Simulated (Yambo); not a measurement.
Yambo run on Cs₂NaScBr₆ (space group Fm-3m, No. 225). The wavefunctions are PBEsol (Quantum ESPRESSO, PseudoDojo norm-conserving, 88 Ry, scalar-relativistic) ones on a 2×2×2 mesh (40 occupied bands); a = 7.9726 Å, b = 7.9726 Å, c = 7.9726 Å, α = 60.00°, β = 60.00°, γ = 60.00°.

Yambo input:

```
gw0
dyson
el_el_corr
HF_and_locXC
ppa
em1d
EXXRLvcs= 88 Ry
VXCRLvcs= 352 Ry
Chimod= "HARTREE"
% BndsRnXp
 3 | 363 |
%
NGsBlkXp= 6 Ry
% LongDrXp
 1.0 | 1.0 | 1.0 |
%
PPAPntXp= 27.2114 eV
% GbndRnge
 1 | 363 |
%
GTermKind= "BG"
DysSolver= "n"
ExtendOut
% QPkrange
 1 | 1 | 40 | 40 |
 3 | 3 | 40 | 41 |
%
```

k points by index: 1 = Γ, 3 = X.

Table of the .qp output:

```
#    K-point    Band    Eo [eV]    E [eV]    E-Eo [eV]    Vxc [eV]    Vnlxc [eV]    Sc|Eo [eV]    Sc|E [eV]    dSc/dw|Eo [eV]    Re(Z)    Im(Z)
#
    1    40    0.000000    -1.102597    -1.102597    -12.86038    -16.20002    1.984513    2.237039    -6.231463    0.813666    -0.001424
    3    40    -0.016964    -1.117180    -1.100217    -12.82452    -16.15580    1.979238    2.231064    -6.227646    0.813759    -0.001433
    3    41    3.092163    4.856168    1.764005    -16.02958    -8.582648    -5.160406    -5.682928    -8.058866    0.771504    -0.002345
```
(The two width columns are left out.) Convergence of these settings isn't established.

Spin-orbit coupling is not included.

Geometry of the Materials Project entry, not relaxed at this level.

The structure is a Materials Project entry; no match was found in the copy of COD used, and its stability was not checked.
